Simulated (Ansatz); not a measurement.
## HgRu, before and after

The guess for HgRu was made by a generator: ordered superstructure of diamond (F-43m, No. 216) (sublattice all; occupants of the shared sites, in ratio, Hg: 1, Ru: 1). Lengths were set from tabulated atomic sizes, so they are only a guess.

POSCAR.start

```
Hg Ru
1.0
     0.00000    3.00985    3.00985
     3.00985    0.00000    3.00985
     3.00985    3.00985    0.00000
Hg Ru
1 1
Direct
  0.00000 0.00000 0.00000
  0.75000 0.75000 0.75000
```

All numbers below come from Ansatz, DFT PBE, scalar-relativistic, plane waves, PAW. Cutoff 420 eV, Gaussian smearing, Γ-centred meshes. Cell and atoms relax on a converged mesh. In metals the finer mesh still leaves noise of several meV/atom or more. The steps can't lower the symmetry of their start. No spin polarisation.

POSCAR.end

```
Hg Ru
1.0
     0.00000    3.00812    3.00812
     3.00812    0.00000    3.00812
     3.00812    3.00812    0.00000
Hg Ru
1 1
Cartesian
  0.0000 0.0000 0.0000
  1.5041 1.5041 1.5041
```

The symmetry stays F-43m (No. 216). The end has the zinc blende type. The volume per atom stays near 27.2 Å³. The shortest distance stays 2.61 Å (Hg–Ru). The end is written in a standard setting, so origin, axes and order of atoms can differ from the start's.

```yaml
Volume_per_atom: 27.22 Å³
Density: 9.20 g/cm³
Energy_over_the_elements: +1.99 eV/atom
Gap_on_the_16×16×16_mesh_of_the_2-atom_cell: 0 eV (a metal)
```

The zero of energy is the elements' standard structures at the same level; no fitted shifts are applied. The references include crystalline Hg. It can't be a ground state, since the elements alone are lower.

The last run used Gaussian smearing of 0.10 eV. These runs have no spin–orbit coupling, which can matter for Hg. The cell is a metal run without spin; a magnetic state may lie lower. Symmetry constrained the relaxation, so the result can be a saddle point. In all, the 2 runs took 79 s on 1 thread of Intel(R) Xeon(R) Platinum 8488C (Sapphire Rapids) (shared host).
